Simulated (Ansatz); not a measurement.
Input:

MoPt:
```
MoPt
1.0
    0.00000     2.62204     2.62204
    2.62204     0.00000     2.62204
    2.62204     2.62204     0.00000
Pt Mo
1 1
Cartesian
  0.00000   0.00000   0.00000
  2.62204   2.62204   2.62204
```

This is the PBE-relaxed structure.

### Question
All from DFT-PBE in the program Ansatz with PAW potentials, unless another level is named. Estimate the formation energy from the elements (no fitted shifts).

### Answer
0.71 eV/atom.

### Question
What about the density of states at the Fermi level?

### Answer
1.9 states/eV per atom (mean over ±0.08 eV).

### Question
Next, the gap with spin–orbit coupling?

### Answer
none (metallic).

Space group Fm-3m (rock salt). The start of the workflow was typed in or built on a structure type; neither database checked (COD, Materials Project) lists it. Its standing as an ambient phase is unchecked. Symmetry was held in the PBE relaxation; whether a distortion lowers the energy is not shown. The run is not spin-polarised. The volume moved by 18 % from the start of the relaxation. Its formation energy is positive at this level, so the cell may be metastable or incomplete. The references are the lowest solids computed at this level, not always the standard phases. Scalar-relativistic: spin–orbit coupling is off unless named, which matters more the heavier the elements.

Potentials: the earlier of the program's two PAW sets.
